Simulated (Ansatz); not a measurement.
TiC:
```xyz
2
Lattice="0.0000 2.1639 2.1639 2.1639 0.0000 2.1639 2.1639 2.1639 0.0000" Properties=species:S:1:pos:R:3 pbc="T T T"
Ti     2.1639     2.1639     2.1639
C      0.0000     0.0000     0.0000
```

This is the r²SCAN-relaxed structure.

Task: All from plane-wave PAW r²SCAN (Ansatz code), unless another level is named. Give the bulk modulus (Birch–Murnaghan fit).

Result: 262 GPa.

Task: What about the elastic constants (relaxed ions, GPa)?

Result: C11 = 529, C12 = 129, C44 = 189.

Space group Fm-3m (rock salt). The cell was relaxed with r²SCAN under the symmetry of its start. No spin polarisation was allowed. As this level gives no gap, shear constants depend on the k-mesh and smearing (Fermi–Dirac, 0.1 eV here).

Potentials: the later of the program's two PAW sets.
